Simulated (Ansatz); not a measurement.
**ScAl: how the k-point mesh moves the results**

Computed with DFT PBEsol, scalar-relativistic, plane waves, PAW (Ansatz).

```
Sc Al
1.0
     2.27803   -5.34786    0.03687
     2.10114    5.27497    0.01383
     0.04419   -0.00827    3.74595
Sc Al
2 2
Direct
  0.85497 0.11383 0.24647
  0.13206 0.86014 0.74666
  0.57293 0.38400 0.23971
  0.40130 0.57753 0.75582
```

- plane-wave cutoff: 420 eV
- occupation rule: Gaussian smearing, 0.1 eV
- spin treatment: unpolarised

The atoms stay fixed while the k-point mesh is varied. ΔE is the energy extrapolated to zero smearing, less that of the reference run (8×8×8). The cell was strained and its atoms displaced at random, so that forces don't vanish. The meshes are Γ-centred. Pressure is positive in compression.

Question: Tried: 1×1×1, 2×2×2, 2×2×4, 4×4×4, 6×6×6, 8×8×8. From which k-point mesh on does the energy per atom stay within 100, 10 and 1 meV of the reference?

Answer: 2×2×2 for 100 meV, 2×2×2 for 10 meV, none but the reference for 1 meV. The reference itself isn't shown to be converged. At 2×2×2, where the energy is within 10 meV, force components still miss by up to 0.536 eV/Å, where the largest force is 0.659 eV/Å.

| mesh | ΔE (meV/atom) | P (GPa) | largest change of a force component (eV/Å) | irreducible points |
| --- | --- | --- | --- | --- |
| 1×1×1 | 744 | -6.92 | 1.210 | 1 |
| 2×2×2 | 6.96 | -4.02 | 0.536 | 8 |
| 2×2×4 | 2.37 | -3.46 | 0.129 | 12 |
| 4×4×4 | -7.70 | -3.38 | 0.112 | 36 |
| 6×6×6 | -1.01 | -3.23 | 0.035 | 112 |
| 8×8×8 | 0.00 | -3.26 | 0.000 | 260 |

1 further run of this set didn't finish or converge.